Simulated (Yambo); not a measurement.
G0W0@PBEsol for MgH₂ (space group Pca2_1, No. 29) in Yambo. Reference settings: 2×2×2 Γ-centred k mesh, bands 17 to 159 and a 7 Ry block in the screening, 159 bands in G with the Bruneval-Gonze terminator, plasmon pole fitted at 27.2 eV. The PBEsol gap Γ → (0, -0.5, 0) on this mesh is 2.08 eV; G0W0 gaps are taken between the same points.

With and without the terminator, as bands are cut:

| bands in G (in W) | gap, terminator (eV) | gap, none (eV) | valence shift, terminator (eV) | valence shift, none (eV) |
|---|---|---|---|---|
| 64 (159) | 3.749 | 3.627 | -0.936 | -0.560 |
| 105 (159) | 3.752 | 3.689 | -0.996 | -0.823 |
| 159 (159) | 3.756 | 3.728 | -1.018 | -0.944 |

Over this range the gap spans 0.007 eV with the terminator and 0.101 eV without, the valence shift 0.082 eV and 0.384 eV. Neither column has reached its limit for certain.

Geometry of the Materials Project entry, not relaxed at this level; primitive cell a = 4.8637 Å, b = 4.6460 Å, c = 4.7387 Å, α = β = γ = 90.00°.

The structure is a Materials Project entry; no match was found in the copy of COD used, and its stability was not checked.

A shift is the quasiparticle energy of the state minus its PBEsol energy.
